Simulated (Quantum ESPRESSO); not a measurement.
pw.x input (Quantum ESPRESSO 7.5; PBEsol, PseudoDojo standard norm-conserving files, fully relativistic):

```
&CONTROL
  calculation = 'scf'
  pseudo_dir = './pseudo'
  outdir = './out'
  tprnfor = .true.
  tstress = .true.
/
&SYSTEM
  ibrav = 0
  nat = 3
  ntyp = 2
  ecutwfc = 84.0
  ecutrho = 336.0
  occupations = 'smearing'
  smearing = 'fd'
  degauss = 0.002
  nbnd = 33
  noncolin = .true.
  lspinorb = .true.
/
&ELECTRONS
  conv_thr = 3e-10
/
ATOMIC_SPECIES
F 18.9984 F.upf
Pb 207.2000 Pb.upf
CELL_PARAMETERS angstrom
  0.000000000000   2.957950000000   2.957950000000
  2.957950000000   0.000000000000   2.957950000000
  2.957950000000   2.957950000000   0.000000000000
ATOMIC_POSITIONS crystal
F   0.750000000000   0.750000000000   0.750000000000
F   0.250000000000   0.250000000000   0.250000000000
Pb   0.000000000000   0.000000000000   0.000000000000
K_POINTS automatic
8 8 8 0 0 0
```

End of the output:

```

[...]
     the Fermi energy is     6.4151 ev
!    total energy              =    -238.62971631 Ry
     estimated scf accuracy    <          1.1E-10 Ry
     smearing contrib. (-TS)   =       0.00000000 Ry
     internal energy E=F+TS    =    -238.62971631 Ry
     The total energy is F=E-TS. E is the sum of the following terms:
     one-electron contribution =     -77.27973607 Ry
     hartree contribution      =      57.95534367 Ry
     xc contribution           =     -61.05914775 Ry
     ewald contribution        =    -158.24617617 Ry
     convergence has been achieved in  18 iterations
     Forces acting on atoms (cartesian axes, Ry/au):
     atom    1 type  1   force =     0.00000000    0.00000000   -0.00000000
     atom    2 type  1   force =     0.00000000   -0.00000000    0.00000000
     atom    3 type  2   force =     0.00000000    0.00000000    0.00000000
     Total force =     0.000000     Total SCF correction =     0.000000
     Computing stress (Cartesian axis) and pressure
          total   stress  (Ry/bohr**3)                   (kbar)     P=       -6.43
  -0.00004369   0.00000000   0.00000000           -6.43        0.00        0.00
   0.00000000  -0.00004369  -0.00000000            0.00       -6.43       -0.00
   0.00000000  -0.00000000  -0.00004369            0.00       -0.00       -6.43
```
In a gapped system the printed Fermi energy is only some level inside the gap.

Geometry of the Materials Project entry, not relaxed at this level.
